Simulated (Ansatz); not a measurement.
The guess for Al3O2 was made by a generator: random cell by space group and Wyckoff sites (R-3m, No. 166). Lengths were set from tabulated atomic sizes, so they are only a guess.

```
Al O
1.0
     2.57038    1.48401    2.93667
    -2.57038    1.48401    2.93667
     0.00000   -2.96802    2.93667
Al O
3 2
Direct
  0.00000 0.00000 0.50000
  0.50000 0.00000 0.00000
  0.00000 0.50000 0.00000
  0.68542 0.68542 0.68542
  0.31458 0.31458 0.31458
```

These are results of DFT PBE, scalar-relativistic, plane waves, PAW in Ansatz 0.2.0, not measurements. Cutoff 420 eV, Gaussian smearing, Γ-centred meshes. Cell and atoms relax first on a coarse mesh and then on a finer one. In between, the cell is made exact in the group found at 0.06 Å. In metals the finer mesh still leaves noise of several meV/atom or more. The steps can't lower the symmetry of their start. No spin polarisation in the relaxation; trial moments died out in a coarse test.

A guess keeps its type if space group and coordination stay and the shape of the cell changes little (axis ratios within about 15 %, angles within 6°); the volume may change.

Problem. Does this structure survive the relaxation?

Solution. It doesn't keep its type. The symmetry stays R-3m (No. 166). The volume per atom grows by 8.3 %, from 13.4 to 14.6 Å³. The shortest distance goes from 1.97 Å (Al–O) to 1.87 Å (Al–O). The ratio c/a of the conventional cell changes by a factor of 0.71. Counting neighbours within 15 % of an atom's shortest distance, the start has Al 2, O 3 and the end Al 2, O 3. In detail, at the end Al has 2 O at 1.87 Å; O has 3 Al at 1.87 Å.

```
Al O
1.0
     2.96100    1.70953    2.39579
    -2.96100    1.70953    2.39579
     0.00000   -3.41907    2.39579
Al O
3 2
Cartesian
  0.0000 -1.7095 1.1979
  1.4805 0.8548 1.1979
  -1.4805 0.8548 1.1979
  0.0000 0.0000 5.2270
  0.0000 0.0000 1.9604
```

The zero of energy is the elements' standard structures at the same level (O₂ as a molecule); no fitted shifts are applied.

Problem. At what energy does it end?

Solution. −1.02 eV/atom.

The last run used a 12×12×12 mesh for its 5-atom cell and Gaussian smearing of 0.10 eV. An odd number of electrons in the primitive cell allows no gap without spin; a larger cell or a magnetic state could open one. Symmetry constrained the relaxation, so the result can be a saddle point. Another cell of Al3O2 relaxed alike, in P-3m1, lies 0.74 eV/atom lower, so this cell isn't the stable form at this level.
